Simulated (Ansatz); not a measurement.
Relaxed-ion elastic tensor of NbSi (rock salt, Fm-3m) in GPa (Voigt order), plane-wave PAW r²SCAN (Ansatz code); density 5.93 g/cm³, 16.95 Å³ per atom.

```
 364  50.3  50.3   0.0   0.0   0.0
50.3   364  50.3   0.0   0.0   0.0
50.3  50.3   364   0.0   0.0   0.0
 0.0   0.0   0.0  35.9   0.0   0.0
 0.0   0.0   0.0   0.0  35.9   0.0
 0.0   0.0   0.0   0.0   0.0  35.9
```

Question: Is the crystal mechanically stable?

Answer: Yes: the smallest eigenvalue of C is 35.9 GPa.

Question: Work out the Voigt, Reuss and Hill averages.

Answer: K_V = 155, K_R = 155, K_H = 155; G_V = 84.3, G_R = 51.9, G_H = 68.1 GPa.

Question: Give Young's modulus, Poisson's ratio, Pugh's ratio and the universal anisotropy index.

Answer: E = 9KG/(3K + G) = 178 GPa; ν = 0.31; K/G = 2.27 (ductile by the Pugh limit of 1.75); A_U = 5G_V/G_R + K_V/K_R − 6 = 3.12.

Question: Estimate the sound speeds and the Debye temperature.

Answer: v_l = √((K + 4G/3)/ρ) = 6440 m/s, v_t = √(G/ρ) = 3390 m/s, mean 3790 m/s; Θ = (h/k)(3n/4πV)^(1/3) v_m = 439 K.

Question: Give the Zener ratio and Young's modulus along [100], [110] and [111].

Answer: A = 2C44/(C11 − C12) = 0.23; 1/E = S11 − 2(S11 − S12 − S44/2)Γ with Γ = 0, 1/4, 1/3 gives 352, 122, 99.9 GPa.

The cell is a constructed one: a structure type filled with these elements; neither database checked (COD, Materials Project) lists it. Its standing as an ambient phase is unchecked. Symmetry was held in the r²SCAN relaxation; its stability against distortions is not shown here. The run is not spin-polarised. As this level gives no gap, shear constants depend on the k-mesh and smearing (Fermi–Dirac, 0.1 eV here).

Potentials: the later of the program's two PAW sets.
